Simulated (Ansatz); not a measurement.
A geometry of Ge₂Sb₂Te₅ away from equilibrium: step 2 of the relaxation of a generated trial cell of Ge2Sb2Te5 in the Ge2Sb2Te5-Kooi structure type. All values below come from r2SCAN (plane waves to 500 eV, PAW, scalar-relativistic; Ansatz, an electronic-structure program). Γ-centred k-mesh 9×9×2 on the run's cell, Fermi–Dirac smearing 0.05 eV. The plane waves were selected for a different cell earlier on the path.

```
CELL_PARAMETERS angstrom
      4.32506     0.00000     0.00000
     -2.16253     3.74562     0.00000
      0.00000     0.00000    16.98150
ATOMIC_POSITIONS crystal
  Te 0.00000 0.00000 0.00000
  Ge 0.66667 0.33333 0.09570
  Ge 0.33333 0.66667 0.90430
  Te 0.33333 0.66667 0.19376
  Te 0.66667 0.33333 0.80624
  Sb 0.00000 0.00000 0.31930
  Sb 0.00000 0.00000 0.68070
  Te 0.66667 0.33333 0.41434
  Te 0.33333 0.66667 0.58566
```

Q: What forces act on the atoms (eV/Å)?

A: 
```csv
atom,Fx,Fy,Fz
Te1,0.00,0.00,0.00
Ge2,0.00,0.00,0.33
Ge3,0.00,0.00,-0.33
Te4,0.00,0.00,0.32
Te5,0.00,0.00,-0.32
Sb6,0.00,0.00,-0.71
Sb7,0.00,0.00,0.71
Te8,0.00,0.00,0.25
Te9,0.00,0.00,-0.25
```

The path ends in P-3m1 (No. 164). No spin polarisation in the result.

The run could not lose the symmetry of its start.

The first start was generated by placing the elements on the sites of a structure type. Materials Project lists a structure of Ge2Sb2Te5 in the same space group, P-3m1 (No. 164); the sites were not compared with it, nor with measured phases.
